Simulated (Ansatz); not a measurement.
## ZnO: from a starting cell to a relaxed one

The start is a generated trial cell of ZnO in the 6H structure type. A full variable-cell relaxation at zero pressure is run with PBE (plane waves to 420 eV, PAW, scalar-relativistic; Ansatz, a program for electronic structure). The first steps use a coarse 7×7×2 k-mesh.

The start:
```
ZnO
1.0
    3.14048     0.00000     0.00000
   -1.57024     2.71974     0.00000
    0.00000     0.00000    15.41023
Zn O
6 6
Direct
  0.00000   0.00000   0.00000
  0.00000   0.00000   0.50000
  0.66667   0.33333   0.83325
  0.33333   0.66667   0.33325
  0.66667   0.33333   0.16650
  0.33333   0.66667   0.66650
  0.00000   0.00000   0.87460
  0.00000   0.00000   0.37460
  0.66667   0.33333   0.70785
  0.33333   0.66667   0.20785
  0.66667   0.33333   0.04150
  0.33333   0.66667   0.54150
```

| Item | Result |
|---|---|
| Initial pressure | +19.3 GPa (positive: the cell is compressed) |
| Outcome | The space group stays P6₃mc (No. 186) (the run could not lower it); the end is AFLOW prototype AB_hP12_186_a2b_a2b (B6, as in SiC), with 12 atoms in the primitive cell |
| Energy released | 0.07 eV/atom |
| Volume change | +12.3 %, from 10.97 to 12.32 Å³/atom |
| Shortest distances (start → end) | The closest pairs of elements (up to four, under 3.6 Å), start → end: O–Zn 1.92 → 2.00 Å; O–O 3.14 → 3.26 Å; Zn–Zn 3.14 → 3.26 Å |
| Band gap at the end | 0.67 eV, direct at Γ (no spin-orbit coupling) |
| Optimiser moves | 7 |

It ends as:

```cif
data_O6Zn6
_chemical_formula_sum 'Zn6 O6'
_space_group_name_H-M_alt 'P63mc'
_space_group_IT_number 186
_space_group_name_Hall 'P 6c -2c'
_cell_length_a 3.26955
_cell_length_b 3.26955
_cell_length_c 15.96304
_cell_angle_alpha 90.000
_cell_angle_beta 90.000
_cell_angle_gamma 120.000
loop_
_atom_site_label
_atom_site_type_symbol
_atom_site_symmetry_multiplicity
_atom_site_Wyckoff_symbol
_atom_site_fract_x
_atom_site_fract_y
_atom_site_fract_z
_atom_site_occupancy
Zn1 Zn 2 a 0.00000 0.00000 0.49989 1
Zn2 Zn 2 b 0.33333 0.66667 0.33342 1
Zn3 Zn 2 b 0.66667 0.33333 0.16663 1
O1 O 2 a 0.00000 0.00000 0.37469 1
O2 O 2 b 0.33333 0.66667 0.20794 1
O3 O 2 b 0.66667 0.33333 0.04113 1
```

Final values are on a 9×9×2 k-mesh of the relaxed cell. No spin polarisation in the result.

The run could not lose the symmetry of its start; a randomly shaken copy of 12 atoms returns to this structure.

The first start was generated by placing the elements on the sites of a structure type. A measured structure of ZnO has the same space group, P6₃mc (No. 186); the sites were not compared with it.
